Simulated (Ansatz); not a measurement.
BAs:
```xyz
2
Lattice="0.0000 2.3081 2.3081 2.3081 0.0000 2.3081 2.3081 2.3081 0.0000" Properties=species:S:1:pos:R:3 pbc="T T T"
B      0.0000     0.0000     0.0000
As     2.3081     2.3081     2.3081
```

Relaxed with PBE. Special points in fractions of this cell's reciprocal vectors: Γ (0.000, 0.000, 0.000); X (0.500, 0.000, 0.500); U (0.625, 0.250, 0.625); K (0.375, 0.375, 0.750); L (0.500, 0.500, 0.500); W (0.500, 0.250, 0.750).

### Question
List the band energies nearest the Fermi level at these points for the program Ansatz at the PBE with spin–orbit coupling level (PAW).

### Answer
In eV from the Fermi level; about four levels below and three above (degenerate sets whole), none deeper than 8.9 eV; points with the same levels are listed once.

| k | below | above |
|---|---|---|
| Γ | -0.19 -0.19 | 0.04 0.04 0.04 0.04 |
| X | -3.67 -3.67 -3.41 -3.41 | 3.71 3.71 10.41 10.41 |
| U | -2.84 -2.84 -0.57 -0.57 | 7.27 7.27 7.35 7.35 |
| L | – | 1.06 1.06 1.06 1.06 |
| W | -6.39 -6.39 -6.29 -6.29 | 3.04 3.04 4.26 4.26 |

Space group Fm-3m (rock salt). The start of the workflow was typed in or built on a structure type; neither database checked (COD, Materials Project) lists it. It is not the phase usual at ambient conditions (space group No. 216). The cell was relaxed with PBE under the symmetry of its start; its stability against distortions is not shown here. Its formation energy is positive at this level, so the cell may be metastable or incomplete.

Potentials: the later of the program's two PAW sets.
